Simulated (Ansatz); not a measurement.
Input:

IrW:
```
IrW
1.0
    1.39168    -5.11623     0.00000
    1.39168     5.11623     0.00000
    0.00000     0.00000     4.34073
W Ir
2 2
Direct
  0.66313   0.33687   0.25000
  0.33687   0.66313   0.75000
  0.92408   0.07592   0.25000
  0.07592   0.92408   0.75000
```

This is the PBE-relaxed structure.

Question: All from plane-wave PAW PBE (Ansatz code), unless another level is named. Predict the density of states at the Fermi level.

Answer: 1.1 states/eV per atom (mean over ±0.08 eV).

Question: What about the formation energy from the elements (no fitted shifts)?

Answer: -0.13 eV/atom.

Space group Cmcm. The start of the workflow was typed in or built on a structure type; neither database checked (COD, Materials Project) lists it. COD files the formula under space group No. 51. Its standing as an ambient phase is unchecked. The PBE relaxation kept the symmetry of its start; its stability against distortions is not shown here. The run is not spin-polarised. The references are the lowest solids computed at this level, not always the standard phases. Spin–orbit coupling is left out wherever it is not named.

Potentials: the later of the program's two PAW sets.
